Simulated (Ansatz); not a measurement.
MoW:
```yaml
crystal:
  lattice:
    - [1.29272, -5.30581, 0.00000]
    - [1.29272, 5.30581, 0.00000]
    - [0.00000, 0.00000, 4.68719]
  atoms:
    - { symbol: W, position: [0.67929, 0.32071, 0.25000] }
    - { symbol: Mo, position: [0.93110, 0.06890, 0.25000] }
    - { symbol: W, position: [0.32071, 0.67929, 0.75000] }
    - { symbol: Mo, position: [0.06890, 0.93110, 0.75000] }
```

Relaxed with r²SCAN. Special points in fractions of this cell's reciprocal vectors: Γ (0.000, 0.000, 0.000); Y (-0.500, 0.500, 0.000); C0 (-0.265, 0.735, 0.000); Σ0 (0.265, 0.265, 0.000); Z (0.000, 0.000, 0.500); A0 (0.265, 0.265, 0.500); E0 (-0.265, 0.735, 0.500); T (-0.500, 0.500, 0.500); S (0.000, 0.500, 0.000); R (0.000, 0.500, 0.500).

### Question
List the band energies nearest the Fermi level at these points for plane-wave PAW r²SCAN with spin–orbit coupling (Ansatz code).

### Answer
In eV from the Fermi level; about four levels below and three above (degenerate sets whole), none deeper than 8.9 eV; points with the same levels are listed once.

| k | below | above |
|---|---|---|
| Γ | -1.81 -1.81 -0.89 -0.89 | 0.04 0.04 0.40 0.40 |
| Y | -1.66 -1.66 -1.27 -1.27 | 0.79 0.79 1.08 1.08 |
| C0 | -1.01 -1.01 -0.33 -0.33 | 0.25 0.25 0.62 0.62 |
| Z | -2.08 -2.08 -2.08 -2.08 | 0.56 0.56 0.56 0.56 |
| A0 | -0.48 -0.48 -0.46 -0.46 | 0.57 0.57 0.61 0.61 |
| T | -1.62 -1.62 -1.62 -1.62 | 0.87 0.87 0.87 0.87 |
| S | -0.75 -0.75 -0.29 -0.29 | 0.14 0.14 0.30 0.30 |
| R | -1.49 -1.49 -1.49 -1.49 | 0.10 0.10 0.10 0.10 |

Space group Cmcm. The start of the workflow was typed in or built on a structure type; neither database checked (COD, Materials Project) lists it. Whether it is the stable phase at ambient conditions was not checked. Symmetry was held in the r²SCAN relaxation; its stability against distortions is not shown here. The run is not spin-polarised. Its formation energy is positive at this level, so the cell may be metastable or incomplete.

Potentials: the later of the program's two PAW sets.
